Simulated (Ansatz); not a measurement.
ScPt3 (Cu3Au type)

```
ScPt3
1.0
    3.97826     0.00000     0.00000
    0.00000     3.97826     0.00000
    0.00000     0.00000     3.97826
Sc Pt
1 3
Direct
  0.00000   0.00000   0.00000
  0.50000   0.50000   0.00000
  0.00000   0.50000   0.50000
  0.50000   0.00000   0.50000
```

This relaxed cell (volume V₀) is scaled evenly in all directions, its shape held. Symmetry pins the atoms to their sites.

Method: r2SCAN (plane waves to 500 eV, PAW, scalar-relativistic; Ansatz, a first-principles code). k mesh 12×12×12 (Γ-centred), Fermi-Dirac smearing 0.05 eV. Energies are smeared free energies. Stress and pressure are positive under compression. ScPt3 is run without spin polarisation. ScPt3 was relaxed with its symmetry unable to fall. Spin-orbit coupling is left out, though Pt is heavy. The zero of ΔE is the relaxed starting cell. The last digit holds for this mesh only.

```json
[
 {"V (Å³/atom)": "14.166", "ΔE (meV/atom)": "132.2"},
 {"V (Å³/atom)": "14.481", "ΔE (meV/atom)": "81.0"},
 {"V (Å³/atom)": "14.796", "ΔE (meV/atom)": "43.6"},
 {"V (Å³/atom)": "15.111", "ΔE (meV/atom)": "18.6"},
 {"V (Å³/atom)": "15.426", "ΔE (meV/atom)": "4.5"},
 {"V (Å³/atom)": "15.740", "ΔE (meV/atom)": "0.0"},
 {"V (Å³/atom)": "16.055", "ΔE (meV/atom)": "4.1"},
 {"V (Å³/atom)": "16.370", "ΔE (meV/atom)": "15.8"},
 {"V (Å³/atom)": "16.685", "ΔE (meV/atom)": "34.3"},
 {"V (Å³/atom)": "17.000", "ΔE (meV/atom)": "withheld"},
 {"V (Å³/atom)": "17.315", "ΔE (meV/atom)": "88.3"}
]
```

**Question.** Fit a third-order Birch-Murnaghan form (E₀, V₀, B₀, B₀′ free) to the given rows and predict ΔE at V = 17.000.

**Answer.** Least squares on the 10 given rows: ΔE = E₀ + (9V₀B₀/16)·y²·[2 + (B₀′ − 4)y], y = (V₀/V)^(2/3) − 1, with V₀ = 15.741 Å³/atom, B₀ = 217.6 GPa (160.2 GPa = 1 eV/Å³; the term in eV is multiplied by 1000), B₀′ = 5.02, E₀ = 0.03 meV/atom; root-mean-square residual 0.04 meV/atom. At 17.000 the fit gives 58.6 meV/atom; the calculation gives 58.6 meV/atom, the same to the digits shown. For the pressure the fit gives -13.8 GPa against the computed -13.8 GPa.

(A scan under strain: stresses follow from slopes of the energy per volume, elastic moduli from its curvatures.)
